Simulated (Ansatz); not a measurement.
Recipe of this trial structure of CuPdC4N4: two interpenetrating cyanide-bridged diamond nets (P-43m, No. 215). Lengths were set from tabulated atomic sizes, so they are only a guess.

```yaml
crystal:
  lattice:
    - [5.90860, 0.00000, 0.00000]
    - [0.00000, 5.90860, 0.00000]
    - [0.00000, 0.00000, 5.90860]
  atoms:
    - { symbol: Cu, position: [0.00000, 0.00000, 0.00000] }
    - { symbol: Pd, position: [0.50000, 0.50000, 0.50000] }
    - { symbol: C, position: [0.18732, 0.18732, 0.18732] }
    - { symbol: C, position: [0.18732, 0.81268, 0.81268] }
    - { symbol: C, position: [0.81268, 0.18732, 0.81268] }
    - { symbol: C, position: [0.81268, 0.81268, 0.18732] }
    - { symbol: N, position: [0.30164, 0.30164, 0.30164] }
    - { symbol: N, position: [0.30164, 0.69836, 0.69836] }
    - { symbol: N, position: [0.69836, 0.30164, 0.69836] }
    - { symbol: N, position: [0.69836, 0.69836, 0.30164] }
```

Level of theory: DFT PBE, scalar-relativistic, plane waves, PAW (Ansatz). Cutoff 420 eV, Gaussian smearing, Γ-centred meshes. Cell and atoms relax on a converged mesh. The steps can't lower the symmetry of their start. Collinear spin, starting moments Cu 1.0 μB.

A guess keeps its type if space group and coordination stay and the shape of the cell changes little (axis ratios within about 15 %, angles within 6°); the volume may change.

Task: Does this structure survive the relaxation?

Result: It keeps its type. The symmetry stays P-43m (No. 215). The volume per atom grows by 3.0 %, from 20.6 to 21.3 Å³. The shortest distance stays 1.17 Å (C–N). Counting neighbours within 15 % of an atom's shortest distance, the start has C 1, Cu 4, N 1, Pd 4 and the end C 1, Cu 4, N 1, Pd 4.

Energies over the elements count from the elements' standard structures at the same level (N₂ as a molecule), with no fitted energy shifts.

Task: At what energy does it end?

Result: +0.799 eV/atom. It can't be a ground state, since the elements alone are lower.

The last run used collinear spin, a 6×6×6 mesh for its 10-atom cell and Gaussian smearing of 0.01 eV. The reference form of C is held partly by dispersion forces, which this level lacks. The magnetic state reached may not be the lowest. Symmetry constrained the relaxation, so the result can be a saddle point.
